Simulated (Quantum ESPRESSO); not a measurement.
## ZnAl2GeN4 (input and log of a self-consistent run)

Computed values, not a measurement. The program is pw.x of Quantum ESPRESSO 7.5 (plane-wave density functional theory). The cell is made up: 8 atoms on a wurtzite lattice, with randomly drawn elements, strain and displacements, not relaxed. PseudoDojo standard norm-conserving files (v0.5 for PBE, v0.4.1 for LDA and PBEsol) set the functional; there is no spin polarisation, spin-orbit coupling or dispersion term, and the masses in the input are unused placeholders.

Input:

```
&control calculation='scf', pseudo_dir='./dojo.nc.sr.pbe.v0_5.standard.upf', outdir='./o', disk_io='medium', tprnfor=.true., tstress=.true. /
&system ibrav=0, nat=8, ntyp=4, nbnd=40, ecutwfc=84.00895049, nosym=.true., tot_charge=0,
 occupations='smearing', smearing='fd', degauss=0.0073498644
/
&electrons conv_thr=7.350e-09, electron_maxstep=60, /
ATOMIC_SPECIES
Al 1.0 Al.upf
Ge 1.0 Ge.upf
N 1.0 N.upf
Zn 1.0 Zn.upf
CELL_PARAMETERS angstrom
3.2248 0.0142 -0.0186
0.0246 5.5891 -0.0125
-0.0304 -0.0118 5.1408
ATOMIC_POSITIONS angstrom
Zn 0.032 -0.0243 -0.0025
Al 1.5887 2.8012 0.0066
Al 1.6264 0.9243 2.5566
Ge -0.0236 3.7069 2.6013
N 0.0119 -0.0655 1.9148
N 1.7121 2.7869 1.9123
N 1.5888 0.8884 4.4867
N -0.0102 3.7293 4.4828
K_POINTS automatic
7 6 6 1 1 1
```

The log is shortened where brackets say so; the opening notice, blank lines, dates and the lines on written files are dropped, and the path of the files is cut. It prints rydbergs, bohrs and kilobars, and counts compression as positive stress.

```
     Program PWSCF v.7.5
     Parallel version (MPI & OpenMP), running on       1 processor cores
     Number of MPI processes:                 1
     Threads/MPI process:                     1
     [start-up lines left out]
     bravais-lattice index     =            0
     lattice parameter (alat)  =       6.0941  a.u.
     unit-cell volume          =     625.2397 (a.u.)^3
     number of atoms/cell      =            8
     number of atomic types    =            4
     number of electrons       =        60.00
     number of Kohn-Sham states=           40
     kinetic-energy cutoff     =      84.0090  Ry
     charge density cutoff     =     336.0358  Ry
     scf convergence threshold =      7.3E-09
     mixing beta               =       0.7000
     number of iterations used =            8  plain     mixing
     Exchange-correlation= PBE
                           (   1   4   3   4   0   0   0)
     [axes and pseudopotential details left out]
   Cartesian axes
     site n.     atom                  positions (alat units)
         1        Zn     tau(   1) = (   0.0099228  -0.0075352  -0.0007752  )
         2        Al     tau(   2) = (   0.4926377   0.8686201   0.0020466  )
         3        Al     tau(   3) = (   0.5043281   0.2866149   0.7927725  )
         4        Ge     tau(   4) = (  -0.0073181   1.1494674   0.8066334  )
         5        N      tau(   5) = (   0.0036901  -0.0203108   0.5937576  )
         6        N      tau(   6) = (   0.5309027   0.8641859   0.5929824  )
         7        N      tau(   7) = (   0.4926687   0.2754827   1.3912745  )
         8        N      tau(   8) = (  -0.0031629   1.1564134   1.3900651  )
     number of k points=   126  Fermi-Dirac smearing, width (Ry)=  0.0073
     Number of k-points >= 100: set verbosity='high' to print them.
     Dense  grid:    65077 G-vectors     FFT dimensions: (  36,  64,  60)
     Estimated max dynamical RAM per process >      86.46 MB
     Initial potential from superposition of free atoms
     starting charge      59.9941, renormalised to      60.0000
     Starting wfcs are   43 randomized atomic wfcs
     total cpu time spent up to now is       20.3 secs
     per-process dynamical memory:    57.9 Mb
     Self-consistent Calculation
     iteration #  1     ecut=    84.01 Ry     beta= 0.70
     Davidson diagonalization with overlap
     ethr =  1.00E-02,  avg # of iterations =  3.3
     total cpu time spent up to now is       69.8 secs
     total energy              =    -688.27849423 Ry
     estimated scf accuracy    <       2.27522102 Ry
     iteration #  2     ecut=    84.01 Ry     beta= 0.70
     Davidson diagonalization with overlap
     ethr =  3.79E-03,  avg # of iterations =  3.8
     total cpu time spent up to now is      117.7 secs
     total energy              =    -688.59241908 Ry
     estimated scf accuracy    <       3.36858104 Ry
     iteration #  3     ecut=    84.01 Ry     beta= 0.70
     Davidson diagonalization with overlap
     ethr =  3.79E-03,  avg # of iterations =  2.0
     total cpu time spent up to now is      162.9 secs
     total energy              =    -689.28195108 Ry
     estimated scf accuracy    <       0.40238917 Ry
     iteration #  4     ecut=    84.01 Ry     beta= 0.70
     Davidson diagonalization with overlap
     ethr =  6.71E-04,  avg # of iterations =  2.0
     total cpu time spent up to now is      210.1 secs
     total energy              =    -689.31994552 Ry
     estimated scf accuracy    <       0.03511937 Ry
     iteration #  5     ecut=    84.01 Ry     beta= 0.70
     Davidson diagonalization with overlap
     ethr =  5.85E-05,  avg # of iterations =  8.3
     total cpu time spent up to now is      266.6 secs
     total energy              =    -689.32418533 Ry
     estimated scf accuracy    <       0.00791082 Ry
     [iterations 6 to 8 left out]
     iteration #  9     ecut=    84.01 Ry     beta= 0.70
     Davidson diagonalization with overlap
     ethr =  2.13E-08,  avg # of iterations =  2.5
     total cpu time spent up to now is      439.5 secs
     total energy              =    -689.32652884 Ry
     estimated scf accuracy    <       0.00000608 Ry
     iteration # 10     ecut=    84.01 Ry     beta= 0.70
     Davidson diagonalization with overlap
     ethr =  1.01E-08,  avg # of iterations =  2.0
     total cpu time spent up to now is      487.7 secs
     total energy              =    -689.32652942 Ry
     estimated scf accuracy    <       0.00000115 Ry
     iteration # 11     ecut=    84.01 Ry     beta= 0.70
     Davidson diagonalization with overlap
     ethr =  1.92E-09,  avg # of iterations =  2.1
     total cpu time spent up to now is      539.6 secs
     total energy              =    -689.32652969 Ry
     estimated scf accuracy    <       0.00000013 Ry
     iteration # 12     ecut=    84.01 Ry     beta= 0.70
     Davidson diagonalization with overlap
     ethr =  2.25E-10,  avg # of iterations =  2.0
     total cpu time spent up to now is      584.1 secs
     total energy              =    -689.32652971 Ry
     estimated scf accuracy    <       0.00000002 Ry
     iteration # 13     ecut=    84.01 Ry     beta= 0.70
     Davidson diagonalization with overlap
     ethr =  2.56E-11,  avg # of iterations =  2.8
     total cpu time spent up to now is      639.3 secs
     End of self-consistent calculation
     [lines on levels left out]
!    total energy              =    -689.32652971 Ry
     estimated scf accuracy    <          1.2E-09 Ry
     smearing contrib. (-TS)   =      -0.00063163 Ry
     internal energy E=F+TS    =    -689.32589808 Ry
     The total energy is F=E-TS. E is the sum of the following terms:
     one-electron contribution =    -493.05355715 Ry
     hartree contribution      =     278.49027138 Ry
     xc contribution           =    -117.68690954 Ry
     ewald contribution        =    -357.07570277 Ry
     convergence has been achieved in  13 iterations
     Forces acting on atoms (cartesian axes, Ry/au):
     atom    1 type  4   force =    -0.00661993    0.04128157   -0.03059968
     atom    2 type  1   force =     0.02165448   -0.05401888   -0.08300415
     atom    3 type  1   force =     0.00181316   -0.05719984    0.04523044
     atom    4 type  2   force =     0.04026476    0.07070634    0.02364650
     atom    5 type  3   force =    -0.00279199   -0.00793461    0.09139552
     atom    6 type  3   force =    -0.04819682   -0.00606900   -0.00191423
     atom    7 type  3   force =     0.00549849    0.11079399   -0.03761998
     atom    8 type  3   force =    -0.01162216   -0.09755957   -0.00713441
     Total force =     0.244282     Total SCF correction =     0.000144
     Computing stress (Cartesian axis) and pressure
          total   stress  (Ry/bohr**3)                   (kbar)     P=      -41.96
  -0.00034606   0.00002107   0.00011050          -50.91        3.10       16.25
   0.00002107  -0.00054185   0.00003552            3.10      -79.71        5.23
   0.00011050   0.00003552   0.00003224           16.25        5.23        4.74
     init_run     :     15.35s CPU     20.18s WALL (       1 calls)
     electrons    :    549.26s CPU    619.06s WALL (       1 calls)
     forces       :      5.91s CPU      5.99s WALL (       1 calls)
     stress       :     22.59s CPU     22.71s WALL (       1 calls)
     [timing details left out]
     PWSCF        :   9m53.34s CPU  11m 8.49s WALL
     JOB DONE.
```

In other units: free energy -9378.765 eV for the cell, pressure -4.20 GPa, largest force component 2.849 eV/Å. A rerun of a related cell, with the same atoms placed differently, at 1437 eV and a 9 x 8 x 8 mesh moved values by no more than 0.004 eV in energy, 0.04 GPa in stress and 0.015 eV/Å in force.